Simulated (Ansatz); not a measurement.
**Zone-centre modes in Rb$_{2}$AlAgCl$_{6}$**

Computed with DFT PBEsol, scalar-relativistic, plane waves, PAW (Ansatz). Cutoff 420 eV, Γ-centred 6×6×6 k-points, Gaussian smearing of 0.05 eV. No spin polarisation.

The starting cell (relaxed at this level; it needn't be the usual structure):

```
CELL_PARAMETERS angstrom
0.00000 4.99474 4.99474
4.99474 0.00000 4.99474
4.99474 4.99474 0.00000
ATOMIC_POSITIONS crystal
Rb 0.75000 0.75000 0.75000
Rb 0.25000 0.25000 0.25000
Al 0.00000 0.00000 0.00000
Ag 0.50000 0.50000 0.50000
Cl 0.76642 0.23358 0.23358
Cl 0.23358 0.23358 0.76642
Cl 0.23358 0.76642 0.76642
Cl 0.23358 0.76642 0.23358
Cl 0.76642 0.23358 0.76642
Cl 0.76642 0.76642 0.23358
```

Harmonic modes by finite displacements of 0.02 Å, without the LO–TO term.

Task: At this geometry, is the structure stable against these modes?

Result: No: 3 modes are unstable, the strongest at 23i cm⁻¹.

Task: List the wavenumbers in cm⁻¹.

Result: 23i, 23i, 23i, 0, 0, 0, 52, 52, 52, 54, 54, 54, 81, 81, 81, 102, 102, 102, 159, 159, 159, 163, 163, 213, 213, 213, 306, 330, 330, 330.

Cost: 1 run of about 3.6 core-minutes, on Intel Xeon Platinum 8488C (Sapphire Rapids) (shared hosts).